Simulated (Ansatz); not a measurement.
TiSi₂ (C49 type, space group Cmcm)

```
CELL_PARAMETERS angstrom
      1.77307    -6.78170     0.00000
      1.77307     6.78170     0.00000
      0.00000     0.00000     3.57984
ATOMIC_POSITIONS crystal
  Si 0.94083 0.05917 0.75000
  Si 0.05917 0.94083 0.25000
  Si 0.25028 0.74972 0.75000
  Si 0.74972 0.25028 0.25000
  Ti 0.60319 0.39681 0.75000
  Ti 0.39681 0.60319 0.25000
```

In each cell atom 2 (Si, nearest neighbour Si at 2.404 Å; its periodic images, 3.5 Å or more away, move with it) moves by s·(0.577, 0.577, 0.577) (along Cartesian [111]), the rest being held.

Method: PBE (plane waves to 420 eV, PAW, scalar-relativistic; Ansatz, a first-principles code). k mesh 11×11×11 (Γ-centred), Fermi-Dirac smearing 0.05 eV. E stands for the smeared free energy. Compression counts positive. With partly filled bands, energies and forces of such displacements shift with the k mesh and the smearing. This is one of several known forms of TiSi2; the measured ambient cells at hand have space group No. 70. TiSi2 is run without spin polarisation. TiSi2 was relaxed with its symmetry unable to fall. The zero of ΔE is the undisplaced structure.

Problem. Give the computed ΔE (eV/cell) and P (GPa) at s (Å) = -0.240, -0.144, -0.048, 0.048, 0.096, 0.144, 0.192, 0.240.

Solution. 
```csv
s (Å),ΔE (eV/cell),P (GPa)
-0.240,0.283,0.6
-0.144,0.102,0.0
-0.048,0.012,-0.1
0.048,0.012,0.2
0.096,0.048,0.5
0.144,0.110,1.0
0.192,0.199,1.5
0.240,0.317,2.2
```

(For displaced atoms, the force is minus the slope of the energy, and its curvature is a force constant, which sets phonon frequencies.)
